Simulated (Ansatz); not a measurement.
All numbers below come from Ansatz 0.2.0, DFT PBE, scalar-relativistic, plane waves, PAW. All cells share a 420 eV cutoff and Γ-centred k meshes spaced about 0.3 Å⁻¹ or finer (0.25 for metals, 2π included). No spin polarisation in the final relaxations.

All energies are static (0 K, no zero-point motion). All come from trial cells, and lower structures may exist.

Question: These unrelaxed guesses for Bi2TeO4 are each relaxed within their symmetry. Order them by the energy at which they end, lowest first.
A.

```xyz
7
Lattice="-1.9750 1.9750 8.1000 1.9750 -1.9750 8.1000 1.9750 1.9750 -8.1000" Properties=species:S:1:pos:R:3 pbc="T T T"
Bi    0.0000    0.0000   10.6920
Bi    0.0000    0.0000    5.5080
Te    0.0000    0.0000    0.0000
O     0.0000    0.0000   14.2236
O     0.0000    0.0000    1.9764
O     0.0000    1.9750    4.0500
O     1.9750    0.0000    4.0500
```

B.

```xyz
7
Lattice="-3.4373 3.4373 2.8018 3.4373 -3.4373 2.8018 3.4373 3.4373 -2.8018" Properties=species:S:1:pos:R:3 pbc="T T T"
Bi    0.0000    3.4373    2.3414
Bi    3.4373    0.0000    2.3414
Te    0.0000    0.0000    3.8633
O     1.6463    1.6463    1.4035
O     1.7909    1.7909   -1.3983
O    -1.6463    1.6463    1.4035
O     1.6463   -1.6463    1.4035
```

C.

```xyz
7
Lattice="-2.0500 2.0500 7.5350 2.0500 -2.0500 7.5350 2.0500 2.0500 -7.5350" Properties=species:S:1:pos:R:3 pbc="T T T"
Bi    0.0000    0.0000    9.7804
Bi    0.0000    0.0000    5.2896
Te    0.0000    0.0000    0.0000
O     0.0000    2.0500    0.0000
O     2.0500    0.0000    0.0000
O     2.0500    0.0000    3.7675
O     0.0000    2.0500    3.7675
```

D.

```xyz
7
Lattice="2.0539 1.1858 7.6094 -2.0539 1.1858 7.6094 0.0000 -2.3716 7.6094" Properties=species:S:1:pos:R:3 pbc="T T T"
Bi    0.0000    0.0000    5.5576
Bi    0.0000    0.0000   17.2706
Te    0.0000    0.0000    0.0000
O     0.0000    0.0000    3.1718
O     0.0000    0.0000   19.6564
O     0.0000    0.0000    9.8473
O     0.0000    0.0000   12.9809
```

Answer: A (ends in I4/mmm, 0 meV/atom), C (ends in I4/mmm, 66 meV/atom), B (ends in I4mm, 102 meV/atom), D (ends in R-3m, 178 meV/atom).

Weakly bound directions are ill-defined at this level, which has no dispersion term (I4/mmm at 17.5 Å³/atom, I4/mmm at 16.3 Å³/atom), and this can change margins and order among such cells. These runs have no spin–orbit coupling, which can matter for Bi and Te. Cells relaxed within their symmetry can be saddle points; a later kick test found a lower structure for Bi2TeO4 I4/mmm and Bi2TeO4 I4/mmm. Some types were kept out of the candidates beforehand, so the set may lack a known form.
